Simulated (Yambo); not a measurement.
Yambo run on CsOH (space group Cmc2_1, No. 36). The wavefunctions are norm-conserving PBEsol (Quantum ESPRESSO, 84 Ry, without SOC) ones on a 4×4×2 mesh (16 occupied bands); a = b = 6.0878 Å, c = 4.5043 Å, α = β = 90.00°, γ = 138.41°.

Yambo input:

```
rim_cut
gw0
dyson
el_el_corr
HF_and_locXC
cohsex
em1s
RandQpts= 1000000
RandGvec= 1 Ry
EXXRLvcs= 84 Ry
VXCRLvcs= 336 Ry
Chimod= "HARTREE"
% BndsRnXs
 1 | 156 |
%
NGsBlkXs= 7 Ry
% LongDrXs
 1.0 | 1.0 | 1.0 |
%
ExtendOut
% QPkrange
 1 | 1 | 16 | 17 |
%
```

k points by index: 1 = Γ.

Table of the .qp output:

```
#    K-point    Band    Eo [eV]    E [eV]    E-Eo [eV]    Vxc [eV]    Vnlxc [eV]    Sc|Eo [eV]    Re(Z)    Im(Z)
#
    1    16    0.000000    -3.131876    -3.131876    -18.23218    -23.99286    2.628799    1.000000    0.000000
    1    17    3.723432    3.553379    -0.170053    -8.479754    -4.280789    -4.369017    1.000000    0.000000
```
(The two width columns are left out.) Convergence of these settings isn't established.

Geometry of the Materials Project entry, not relaxed at this level.

The structure is a Materials Project entry; no match was found in the copy of COD used, and its stability was not checked.
